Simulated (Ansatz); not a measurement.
NaMgF₃ (cubic perovskite, space group No. 221) at seven volumes, plane-wave PAW PBEsol (Ansatz code), scaled uniformly. One row is withheld.

```tsv
V (Å³/atom)	P (GPa)
10.856	8.54
11.214	5.22
11.572	2.39
11.930	-0.01
12.288	-2.05
12.646	?
13.004	-5.29
```

Fit the shown pressures and predict the withheld one.

P = (3/2)B₀(x^(7/2) − x^(5/2))[1 + (3/4)(B′ − 4)(x − 1)] with x = (V₀/V)^(2/3). Least squares on the six rows gives V₀ = 11.929 Å³/atom, B₀ = 73.8 GPa, B′ = 4.34. At V = 12.646, x = 0.9618 and P = -3.80 GPa. The run itself gave -3.80 GPa.

Space group Pm-3m (cubic perovskite). The workflow started from a Materials Project entry (that database holds measured and hypothetical structures alike); the Crystallography Open Database copy checked does not list it. COD files the formula under space group No. 62, so this cell is another polymorph or a model. Whether it is the stable phase at ambient conditions was not checked. Symmetry was held in the PBEsol relaxation. At this level the phase is dynamically unstable (imaginary phonons).

Potentials: the later of the program's two PAW sets.
